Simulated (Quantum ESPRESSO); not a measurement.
## Ta2MoPt2MgTiIn (input and log of a self-consistent run)

Computed values, not a measurement. The program is pw.x of Quantum ESPRESSO 7.5 (plane-wave density functional theory). The cell is made up: eight metal atoms on a face-centred cubic lattice, with elements, volume, strain and displacements drawn at random and not relaxed, so it may be unstable or far from any real phase. PseudoDojo standard norm-conserving files set the functional (PBE unless stated); there is no spin polarisation or spin-orbit coupling, the Fermi-Dirac width of 0.25 eV means electrons at about 2900 K, and the masses in the input are unused placeholders. Heavy elements are run without spin-orbit coupling, which real alloys of them have. A spin test at this wide smearing found no moment, but such smearing suppresses magnetism that the real alloy may have.

Input:

```
&control calculation='scf', pseudo_dir='./dojo.nc.sr.pbe.v0_5.standard.upf', outdir='./o', disk_io='minimal', tprnfor=.true., tstress=.true. /
&system ibrav=0, nat=8, ntyp=6, nbnd=73, ecutwfc=84.00895049, nosym=.true., tot_charge=0,
 occupations='smearing', smearing='fd', degauss=0.0183746611
/
&electrons conv_thr=1.470e-08, electron_maxstep=70, mixing_beta=0.5 /
ATOMIC_SPECIES
In 1.0 In.upf
Mg 1.0 Mg.upf
Mo 1.0 Mo.upf
Pt 1.0 Pt.upf
Ta 1.0 Ta.upf
Ti 1.0 Ti.upf
CELL_PARAMETERS angstrom
2.0989 4.2212 2.1306
2.1878 -4.2672 2.1337
4.2533 -0.0429 -4.2309
ATOMIC_POSITIONS angstrom
Ta 0.0016 0.0021 0.0093
Mo 2.0762 -0.0275 -2.1624
Pt 2.1769 -2.1047 0.0711
Mg 4.2173 -2.1765 -2.1443
Pt 2.0938 2.1134 0.0364
Ta 4.2493 2.0693 -2.0965
Ti 2.1875 0.0165 2.0805
In 4.2491 -0.0591 0.0083
K_POINTS automatic
5 5 4 1 1 1
```

The log is shortened where brackets say so; the opening notice, blank lines, dates and the lines on written files are dropped, and the path of the files is cut. It prints rydbergs, bohrs and kilobars, and counts compression as positive stress. Its total energy is the free energy E - TS of the whole cell.

```
     Program PWSCF v.7.5
     Parallel version (MPI & OpenMP), running on       4 processor cores
     Number of MPI processes:                 4
     Threads/MPI process:                     1
     [start-up lines left out]
     bravais-lattice index     =            0
     lattice parameter (alat)  =       9.7762  a.u.
     unit-cell volume          =    1038.8189 (a.u.)^3
     number of atoms/cell      =            8
     number of atomic types    =            6
     number of electrons       =       111.00
     number of Kohn-Sham states=           73
     kinetic-energy cutoff     =      84.0090  Ry
     charge density cutoff     =     336.0358  Ry
     scf convergence threshold =      1.5E-08
     mixing beta               =       0.5000
     number of iterations used =            8  plain     mixing
     Exchange-correlation= PBE
                           (   1   4   3   4   0   0   0)
     [axes and pseudopotential details left out]
   Cartesian axes
     site n.     atom                  positions (alat units)
         1        Ta     tau(   1) = (   0.0003093   0.0004059   0.0017977  )
         2        Mo     tau(   2) = (   0.4013274  -0.0053157  -0.4179898  )
         3        Pt     tau(   3) = (   0.4207926  -0.4068364   0.0137436  )
         4        Mg     tau(   4) = (   0.8151999  -0.4207153  -0.4144911  )
         5        Pt     tau(   5) = (   0.4047295   0.4085181   0.0070361  )
         6        Ta     tau(   6) = (   0.8213855   0.3999936  -0.4052514  )
         7        Ti     tau(   7) = (   0.4228416   0.0031894   0.4021586  )
         8        In     tau(   8) = (   0.8213468  -0.0114240   0.0016044  )
     number of k points=    50  Fermi-Dirac smearing, width (Ry)=  0.0184
                       cart. coord. in units 2pi/alat
        k(    1) = (   0.1967234   0.0020767   0.0449002), wk =   0.0400000
        k(    2) = (   0.3487813   0.0036134  -0.1079399), wk =   0.0400000
     [further k points left out]
     Dense  grid:   108037 G-vectors     FFT dimensions: (  60,  60,  72)
     Estimated max dynamical RAM per process >     411.58 MB
     Estimated total dynamical RAM >       1.53 GB
     Initial potential from superposition of free atoms
     starting charge     110.9902, renormalised to     111.0000
     Starting wfcs are   74 randomized atomic wfcs
     total cpu time spent up to now is       11.5 secs
     per-process dynamical memory:   318.2 Mb
     Self-consistent Calculation
     iteration #  1     ecut=    84.01 Ry     beta= 0.50
     Davidson diagonalization with overlap
     ethr =  1.00E-02,  avg # of iterations =  5.0
     total cpu time spent up to now is       43.1 secs
     total energy              =   -1292.35283377 Ry
     estimated scf accuracy    <       2.57024884 Ry
     iteration #  2     ecut=    84.01 Ry     beta= 0.50
     Davidson diagonalization with overlap
     ethr =  2.32E-03,  avg # of iterations =  3.0
     total cpu time spent up to now is       74.0 secs
     total energy              =   -1292.11039972 Ry
     estimated scf accuracy    <      24.98651838 Ry
     iteration #  3     ecut=    84.01 Ry     beta= 0.50
     Davidson diagonalization with overlap
     ethr =  2.32E-03,  avg # of iterations =  2.4
     total cpu time spent up to now is      105.7 secs
     total energy              =   -1293.66114640 Ry
     estimated scf accuracy    <       1.85545363 Ry
     iteration #  4     ecut=    84.01 Ry     beta= 0.50
     Davidson diagonalization with overlap
     ethr =  1.67E-03,  avg # of iterations =  2.1
     total cpu time spent up to now is      131.1 secs
     total energy              =   -1293.77698674 Ry
     estimated scf accuracy    <       0.16407717 Ry
     iteration #  5     ecut=    84.01 Ry     beta= 0.50
     Davidson diagonalization with overlap
     ethr =  1.48E-04,  avg # of iterations =  6.4
     total cpu time spent up to now is      165.1 secs
     total energy              =   -1293.79211546 Ry
     estimated scf accuracy    <       0.21119611 Ry
     [iterations 6 to 12 left out]
     iteration # 13     ecut=    84.01 Ry     beta= 0.50
     Davidson diagonalization with overlap
     ethr =  1.35E-09,  avg # of iterations =  3.8
     total cpu time spent up to now is      374.9 secs
     total energy              =   -1293.81465639 Ry
     estimated scf accuracy    <       0.00000081 Ry
     iteration # 14     ecut=    84.01 Ry     beta= 0.50
     Davidson diagonalization with overlap
     ethr =  7.30E-10,  avg # of iterations =  1.5
     total cpu time spent up to now is      399.4 secs
     total energy              =   -1293.81465647 Ry
     estimated scf accuracy    <       0.00000011 Ry
     iteration # 15     ecut=    84.01 Ry     beta= 0.50
     Davidson diagonalization with overlap
     ethr =  1.03E-10,  avg # of iterations =  2.3
     total cpu time spent up to now is      425.9 secs
     total energy              =   -1293.81465648 Ry
     estimated scf accuracy    <       0.00000007 Ry
     iteration # 16     ecut=    84.01 Ry     beta= 0.50
     Davidson diagonalization with overlap
     ethr =  6.42E-11,  avg # of iterations =  1.4
     total cpu time spent up to now is      450.1 secs
     total energy              =   -1293.81465648 Ry
     estimated scf accuracy    <       0.00000002 Ry
     iteration # 17     ecut=    84.01 Ry     beta= 0.50
     Davidson diagonalization with overlap
     ethr =  1.91E-11,  avg # of iterations =  2.1
     total cpu time spent up to now is      473.5 secs
     End of self-consistent calculation
     [lines on levels left out]
!    total energy              =   -1293.81465648 Ry
     estimated scf accuracy    <          8.1E-09 Ry
     smearing contrib. (-TS)   =      -0.12608956 Ry
     internal energy E=F+TS    =   -1293.68856692 Ry
     The total energy is F=E-TS. E is the sum of the following terms:
     one-electron contribution =    -408.40975063 Ry
     hartree contribution      =     250.78694998 Ry
     xc contribution           =    -247.69615466 Ry
     ewald contribution        =    -888.36961160 Ry
     convergence has been achieved in  17 iterations
     Forces acting on atoms (cartesian axes, Ry/au):
     atom    1 type  5   force =     0.01253360    0.00379340   -0.01814659
     atom    2 type  3   force =     0.02437267   -0.00072668   -0.00384536
     atom    3 type  4   force =    -0.02095718   -0.00255981    0.00861964
     atom    4 type  2   force =     0.01147160    0.00354130    0.01523792
     atom    5 type  4   force =    -0.01059142   -0.00448859    0.01246073
     atom    6 type  5   force =    -0.01966850    0.00533952   -0.00736577
     atom    7 type  6   force =     0.00794886   -0.00484722   -0.00568588
     atom    8 type  1   force =    -0.00510964   -0.00005191   -0.00127470
     Total force =     0.053949     Total SCF correction =     0.000250
     Computing stress (Cartesian axis) and pressure
          total   stress  (Ry/bohr**3)                   (kbar)     P=     -129.34
  -0.00085190  -0.00001754   0.00012668         -125.32       -2.58       18.64
  -0.00001754  -0.00096916  -0.00012182           -2.58     -142.57      -17.92
   0.00012668  -0.00012182  -0.00081662           18.64      -17.92     -120.13
     init_run     :     10.71s CPU     11.08s WALL (       1 calls)
     electrons    :    452.46s CPU    462.05s WALL (       1 calls)
     forces       :      3.75s CPU      3.80s WALL (       1 calls)
     stress       :     13.18s CPU     13.48s WALL (       1 calls)
     [timing details left out]
     PWSCF        :   8m 0.49s CPU   8m10.93s WALL
     JOB DONE.
```

In other units: free energy -17603.245 eV for the cell, pressure -12.93 GPa, largest force component 0.627 eV/Å in size. The run took 493 s of wall time with four MPI processes on a shared machine (Intel Xeon, older, virtual cores), so the time is rough. A rerun of this cell at a higher cutoff and on a denser mesh moved values by no more than 0.003 eV in energy, 0.02 GPa in stress and 0.004 eV/Å in force, and a second program with other atomic files agreed on that cell to 2 % rms in force and 0.5 GPa in pressure.